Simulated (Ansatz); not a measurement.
The start is a generated cell, Rh placed in the AFLOW prototype A_cI16_220_c (as in Li). Cell shape, volume and atoms are optimised at zero target pressure with r2SCAN (plane waves to 500 eV, PAW, scalar-relativistic; Ansatz, a program for electronic structure). First-step values are on the input's coarse k-mesh.

Ansatz input (later rounds restart from its end on a renewed k-mesh):
Ansatz 0.2 input:
```yaml
crystal:
  lattice:
    - [-3.0160621, 3.0160621, 3.0160621]
    - [3.0160621, -3.0160621, 3.0160621]
    - [3.0160621, 3.0160621, -3.0160621]
  atoms:
    - { symbol: Rh, position: [0.402, 0.402, 0.402] }
    - { symbol: Rh, position: [0.5, 0, 0.098] }
    - { symbol: Rh, position: [0, 0.098, 0.5] }
    - { symbol: Rh, position: [0.098, 0.5, 0] }
    - { symbol: Rh, position: [0.902, 0.902, 0.902] }
    - { symbol: Rh, position: [0.5, 0, 0.598] }
    - { symbol: Rh, position: [0, 0.598, 0.5] }
    - { symbol: Rh, position: [0.598, 0.5, 0] }
basis: { ecutwfc: 500, ecutrho_ratio: 4, xc_grid: 4, fft_grid_basis: typed }
kpoints: { mp_grid: { grid: [8, 8, 8] } }
hamiltonian:
  xc: r2scan
  dispersion: none
  pseudopotentials: { azcp: { folder: ./paw }, kind: paw }
scf: { occupations: { method: fermi_dirac, width: 0.05 } }
relax: { f_tol: 0.01, max_steps: 100, cell: { stress_tol: 0.02 } }
output: { forces: true, stress: true }
```

### Question
What pressure does the first self-consistent step give?

### Answer
+13.0 GPa (positive: the cell is compressed).

### Question
What is the largest force in the starting geometry, and on which atom (counted from 1)?

### Answer
1.07 eV/Å, on Rh1, Rh2, Rh3, Rh4, Rh5, Rh6, Rh7, Rh8 (atoms numbered as listed).

### Question
How much energy is released per atom?

### Answer
0.11 eV/atom.

### Question
How does the volume per atom move from start to end?

### Answer
+2.1 %, from 13.72 to 14.00 Å³/atom.

### Question
How do the shortest distances between atoms change?

### Answer
The closest pairs of elements (up to four, under 3.6 Å), start → end: Rh–Rh 2.50 → 2.63 Å.

### Question
Write out the relaxed structure.

### Answer

Space group I-43d (No. 220); a = b = c = 6.074 Å, α = β = γ = 90.00°

| atom | site | symmetry | x | y | z |
|---|---|---|---|---|---|
| Rh | 16c | .3. | 0.2174 | 0.2174 | 0.2174 |
(The calculation used a cell of 8 atoms; values per cell refer to that cell.)

The space group stays I-43d (No. 220) (the run could not lower it); the end is AFLOW prototype A_cI16_220_c (as in Li), with 8 atoms in the primitive cell. Final values are on a 11×11×11 k-mesh of the relaxed cell. No spin polarisation in the result.

The run could not lose the symmetry of its start, so the end can be a saddle point.

The relaxed structure here is a generated cell of Rh: the first start was made by placing the elements on the sites of a structure type, and the end was not matched to a known phase here, so it may be hypothetical. Known forms of Rh include space group No. 225.
